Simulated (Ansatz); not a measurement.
TaTe:
```
TaTe
1.0
    4.79066     0.00000     0.00000
    0.00000     3.39656     0.00000
    0.00000     0.00000     4.90038
Ta Te
2 2
Direct
  0.25000   0.00000   0.77992
  0.75000   0.00000   0.22008
  0.25000   0.50000   0.25690
  0.75000   0.50000   0.74310
```

Relaxed with r²SCAN. Special points in fractions of this cell's reciprocal vectors: Γ (0.000, 0.000, 0.000); X (0.500, 0.000, 0.000); S (0.500, 0.500, 0.000); Y (0.000, 0.500, 0.000); Z (0.000, 0.000, 0.500); U (0.500, 0.000, 0.500); R (0.500, 0.500, 0.500); T (0.000, 0.500, 0.500).

Problem. List the band energies nearest the Fermi level at these points for r²SCAN in the plane-wave PAW code Ansatz.

Solution. In eV from the Fermi level; about four levels below and three above (degenerate sets whole), none deeper than 8.9 eV; points with the same levels are listed once.

```csv
k,below,above
Γ,-1.72 -1.59 -0.23 -0.14,0.10 1.54 1.57
X,-2.36 -2.36 -1.81 -1.81,0.66 0.66 1.12 1.12
S,-1.63 -1.63 -0.53 -0.53,0.58 0.58 3.15 3.15
Y,-7.06 -3.27 -3.03 -2.18,0.84 1.45 1.57
Z,-2.32 -2.09 -1.94 -1.84,0.16 0.21 0.93
U,-3.08 -3.08 -2.23 -2.23,1.76 1.76 2.38 2.38
R,-0.46 -0.46 -0.27 -0.27,0.47 0.47 1.72 1.72
T,-1.28 -0.84 -0.49 -0.24,1.00 3.01 3.37
```

Space group Pmma. The start of the workflow was typed in or built on a structure type; neither database checked (COD, Materials Project) lists it. Its standing as an ambient phase is unchecked. The cell keeps a stress of up to 0.2 GPa. The cell was relaxed with r²SCAN under the symmetry of its start; its stability against distortions is not shown here. No spin polarisation was allowed. Its formation energy is positive at this level, so the cell may be metastable or incomplete. Scalar-relativistic: spin–orbit coupling is off unless named, which matters more the heavier the elements.

Potentials: the later of the program's two PAW sets.
